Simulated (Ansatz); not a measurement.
BaZrO$_{3}$:
Space group Pm-3m (No. 221); a = b = c = 4.147 Å, α = β = γ = 90.00°

```csv
atom,site,symmetry,x,y,z
O,3c,4/mm.m,0.0000,0.5000,0.5000
Ba,1a,m-3m,0.0000,0.0000,0.0000
Zr,1b,m-3m,0.5000,0.5000,0.5000
```

This is the LDA-relaxed structure.

Task: All from plane-wave PAW LDA (Ansatz code), unless another level is named. Predict the Debye temperature from the elastic constants.

Result: 547 K.

Task: Give the highest zone-centre frequency (without LO–TO term).

Result: 527 cm⁻¹.

Task: Give the elastic constants (relaxed ions, GPa).

Result: C11 = 351, C12 = 87.4, C44 = 87.9.

Symmetry was held in the LDA relaxation. At this level the phase is dynamically unstable (imaginary phonons). The run is not spin-polarised. Spin–orbit coupling is left out wherever it is not named.

Potentials: the later of the program's two PAW sets.
